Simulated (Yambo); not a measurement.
CaHI (space group P4/nmm, No. 129), G0W0@LDA (Yambo, plasmon pole, terminator in G, 4×4×1 mesh): gap X → M in eV by bands and screening block.

| bands (W and G) | 2 Ry | 3 Ry | 5 Ry | 6 Ry | 8 Ry |
|---|---|---|---|---|---|
| 55 | 5.16 | 5.22 | 5.32 | 5.33 | 5.34 |
| 93 | 5.05 | (withheld) | 5.29 | 5.32 | 5.36 |
| 144 | 5.03 | (withheld) | 5.27 | 5.32 | (withheld) |
| 207 | 5.02 | 5.09 | 5.27 | 5.32 | 5.38 |
| 270 | 5.02 | 5.09 | 5.27 | 5.32 | 5.40 |

Task: Estimate the withheld gaps from their neighbours; the computed values follow.

Result: 
- 93, 3 Ry: 5.13
- 144, 3 Ry: 5.10
- 144, 8 Ry: 5.37

The largest settings aren't shown to be the converged limit.

Spin-orbit coupling is not included.

Geometry of the Materials Project entry, not relaxed at this level; primitive cell a = b = 4.0233 Å, c = 9.3431 Å, α = β = γ = 90.00°.

The distance between layers or molecules is the database entry's, not relaxed here. Functionals without dispersion can leave it too large, which widens gaps and weakens the response across layers: the numbers belong to this cell.
